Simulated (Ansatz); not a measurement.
## Lu₂Tl: reading a single point

```
CELL_PARAMETERS angstrom
5.17304 0.00000 0.00000
-2.58652 4.47998 0.00000
0.00000 0.00000 6.42819
ATOMIC_POSITIONS crystal
Lu 0.33330 0.66670 0.75000
Lu 0.66660 0.33330 0.25000
Tl 0.33330 0.66670 0.25000
Tl 0.66660 0.33330 0.75000
Lu 0.00000 0.00000 0.00000
Lu 0.00000 0.00000 0.50000
```

Single point in Ansatz 0.2.0 with PBE, no spin polarisation. Cutoff 420 eV, PAW datasets, 8×8×5 Γ-centred k mesh, fermi-dirac filling (width 0.1 eV).

Problem. What does the stress say?

Solution. The pressure is 5.0 GPa (compression positive), so with the atoms held at these fractions the cell would first expand.

Problem. Is there a gap?

Solution. It is a metal, with about 6.2 states/eV a cell as the mean within 0.25 eV of the Fermi level, mostly Lu d (85 %).

Problem. Is it stable against the elements?

Solution. -0.17 eV an atom against the elements' usual phases (free molecules for gases, crystals otherwise, with no correction for O₂ or N₂), so it is bound against them; other compounds may still compete. Relaxing would lower it.

Problem. What do density and ELF say about some of the short contacts?

Solution. Lu–Tl at 2.99 Å: least valence density 0.22 e/Å³ and ELF 0.20 there. Lu–Lu at 3.21 Å: least valence density 0.14 e/Å³ and ELF 0.17 there. Both are smooth PAW fields, read partly inside the augmentation spheres.

Problem. How is the charge shared?

Solution. Bader charges in e: Lu +0.84 to +1.12, Tl -1.96. In the mean Lu gives up most and Tl takes most.

Origin: a known structure type with other elements, at an estimated volume, so it need not be a known compound.
